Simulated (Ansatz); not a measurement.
**Al, one cell by several methods**

```
CELL_PARAMETERS angstrom
0.00000 2.04422 2.02398
2.04422 0.00000 2.02398
2.04422 2.04422 0.00000
ATOMIC_POSITIONS crystal
Al 0.00000 0.00000 0.00000
```

The cell comes from COD entry 4313206, which wasn't checked; take it as a given geometry. The listed cell was then made from it by scaling, straining or moving an atom.

Levels of theory: DFT, LDA, PAW with Ansatz's default frozen-core files, scalar-relativistic (Ansatz 0.2.0); DFT, LDA, all-electron PAW with datasets made for the crystal, scalar-relativistic (Ansatz 0.2.0); DFT, LDA, all-electron LAPW, scalar-relativistic (Ansatz 0.2.0).

For PAW: a Γ-centred 17×17×17 k mesh, Fermi–Dirac smearing of 0.03 eV, cutoff 420 eV, no spin polarisation; the PAW files were made with PBE, and the program remakes their frozen cores for this functional. The crystal-made all-electron datasets (AE datasets) take a cutoff of 140 eV at this cell. LAPW targets a basis error of 0.5 meV/atom. The Ansatz runs share mesh, smearing and spin set-up. Plane-wave (PAW) pressures include the program's estimate of the Pulay term.

Stress and pressure are positive in compression.

The change that made this cell: equal xx and yy strain of +1 %.

| quantity | PAW | AE datasets | LAPW |
| --- | --- | --- | --- |
| pressure (GPa) | -4.93 | -4.91 | -4.91 |
| stress xx (GPa) | -4.81 | -4.79 | -4.79 |
| stress zz (GPa) | -5.16 | -5.15 | -5.15 |
